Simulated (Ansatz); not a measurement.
SrCa: strain energy, fitted

SrCa, P-6m2, a = 4.127 Å, c = 6.783 Å. The structure is a Materials Project entry; whether it is the stable form wasn't checked. Ansatz: r2SCAN, PAW, 500 eV, Γ-centred 12×12×6 mesh on 2 atoms, Gaussian smearing 0.10 eV; no spin polarisation. Series: uniaxial strain along c, with a, b and atoms relaxed; x is the strain in per cent. y is the free energy over the unstrained cell, V0 = 50.032 Å³/atom.

| x (%) | y (meV/atom) |
| --- | --- |
| -6.0 | ? |
| -4.0 | 8.75 |
| -2.0 | 2.17 |
| 0.0 | 0.00 |
| 2.0 | 2.55 |
| 4.0 | 9.50 |

Task: Fit y = c2 x² + c3 x³ to the other rows, turn c2 into a modulus, and predict the missing energy.

Result: Least squares on the rows shown. y = 0.57147 x² + 0.0061346 x³. In eV per unit strain² c2 is 5.715; this is Young's modulus along the axis (E = ½ Y V0 ε²): 2 × 5.715 × 160.2 / (50.032) = 37 GPa. With a term in x⁴ added, the coefficient of x² becomes 0.5966, 4 % more, which shows how far this figure hangs on the form. At x = -6.0 the fit asked for gives 19.25 meV/atom. The run gave 18.35 meV/atom, so the fit is 0.90 meV/atom too high, 4.9 % of the span of the series, against an rms of 0.11 meV/atom on the fitted rows. The row lies outside the fitted range. With a term in x⁴ added, a fit to the same known rows predicts 18.02 meV/atom, so most of the miss is curvature that the known rows already hold.